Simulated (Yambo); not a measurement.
Yambo run on NaH (rock salt, space group Fm-3m, No. 225). The wavefunctions are norm-conserving PBEsol (Quantum ESPRESSO, 88 Ry, without SOC) ones on a 6×6×6 mesh (5 occupied bands); a = b = c = 3.3749 Å, α = β = γ = 60.00°.

Yambo input:

```
rim_cut
gw0
dyson
el_el_corr
HF_and_locXC
mpa
em1d
RandQpts= 1000000
RandGvec= 1 Ry
EXXRLvcs= 88 Ry
VXCRLvcs= 352 Ry
Chimod= "HARTREE"
% BndsRnXm
 2 | 101 |
%
NGsBlkXm= 14 Ry
% LongDrXm
 1.0 | 1.0 | 1.0 |
%
EnSampXm= "2l"
EnGridXm= "lP"
% EnRngeXm
 0.0 | 40.0 | eV
%
% ImRngeXm
 2.72114 | 27.21138 | eV
%
% DmRngeXm
 0.02721 | 2.72114 | eV
%
ETStpsXm= 8
IntSolXm= "PT"
% GbndRnge
 1 | 101 |
%
GTermKind= "none"
DysSolver= "n"
ExtendOut
% QPkrange
 4 | 4 | 5 | 6 |
 16 | 16 | 5 | 5 |
%
```

k points by index: 4 = L, 16 = (0.167, -0.5, -0.333).

Table of the .qp output:

```
#    K-point    Band    Eo [eV]    E [eV]    E-Eo [eV]    Vxc [eV]    Vnlxc [eV]    Sc|Eo [eV]    Sc|E [eV]    dSc/dw|Eo [eV]    Re(Z)    Im(Z)
#
    4    5    -0.871157    -2.535694    -1.664537    -10.24205    -14.15272    1.658362    2.246137    -9.607681    0.739055    -0.001225
    4    6    3.676986    4.388814    0.711828    -7.483255    -3.567960    -3.040541    -3.203466    -6.228288    0.813731    -0.003403
    16    5    0.000000    -1.690255    -1.690255    -10.38896    -13.99422    1.349346    1.915012    -9.106368    0.749258    -0.265753E-3
```
(The two width columns are left out.) Convergence of these settings isn't established.

Geometry of the Materials Project entry, not relaxed at this level.
